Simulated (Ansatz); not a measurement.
This guess for Ba2Hf2O is about to be relaxed.

```cif
data_structure
_symmetry_space_group_name_H-M 'P 1'
_symmetry_Int_Tables_number 1
_cell_length_a 4.5620
_cell_length_b 4.5620
_cell_length_c 7.8403
_cell_angle_alpha 90.000
_cell_angle_beta 90.000
_cell_angle_gamma 120.000
_cell_volume 141.31
loop_
_atom_site_label
_atom_site_type_symbol
_atom_site_fract_x
_atom_site_fract_y
_atom_site_fract_z
_atom_site_occupancy
Ba1 Ba 0.33333 0.66667 0.26217 1
Ba2 Ba 0.66667 0.33333 0.73783 1
Hf1 Hf 0.33333 0.66667 0.62930 1
Hf2 Hf 0.66667 0.33333 0.37070 1
O1 O 0.00000 0.00000 0.00000 1
```

Computed with DFT PBE, scalar-relativistic, plane waves, PAW (Ansatz 0.2.0). Cutoff 420 eV, Gaussian smearing, Γ-centred meshes. Cell and atoms relax first on a coarse mesh and then on a finer one. In between, the cell is made exact in the group found at 0.06 Å. In metals the finer mesh still leaves noise of several meV/atom or more. The steps can't lower the symmetry of their start. No spin polarisation.

A guess keeps its type if space group and coordination stay and the shape of the cell changes little (axis ratios within about 15 %, angles within 6°); the volume may change.

**Question.** Does this structure survive the relaxation?

**Answer.** It doesn't keep its type. The symmetry stays P-3m1 (No. 164). The volume per atom shrinks by 5.1 %, from 28.3 to 26.8 Å³. The shortest distance goes from 2.77 Å (Ba–Hf) to 2.64 Å (Ba–O). The ratio c/a of the conventional cell changes by a factor of 2.04. Counting neighbours within 15 % of an atom's shortest distance, the start has Ba 4, Hf 4, O 6 and the end Ba 3, Hf 3, O 6. In detail, at the end Ba has 3 O at 2.64 Å, 6 Ba at 3.53 Å, 3 Ba at 3.92 Å and 3 Hf at 3.97 Å; Hf has 3 Hf at 3.03 Å, 6 Hf at 3.53 Å and 3 Ba at 3.97 Å; around O lie 6 Ba at 2.64 Å.

```
Ba Hf O
1.0
     3.53315    0.00000    0.00000
    -1.76658    3.05980    0.00000
     0.00000    0.00000   12.40721
Ba Hf O
2 2 1
Cartesian
  0.0000 2.0399 1.6714
  1.7666 1.0199 10.7359
  0.0000 2.0399 7.3258
  1.7666 1.0199 5.0814
  0.0000 0.0000 0.0000
```

Formation energies are uncorrected and refer to the elements' standard structures at the same level (O₂ as a molecule).

**Question.** At what energy does it end?

**Answer.** −0.56 eV/atom. Whether it is stable depends on the other phases of the system, which aren't compared here.

The last run used a 12×12×4 mesh (in the run's order of axes) for its 5-atom cell and Gaussian smearing of 0.10 eV. Spin–orbit coupling, which can matter for Hf, is left out. A structure relaxed within its symmetry needn't be a true minimum.
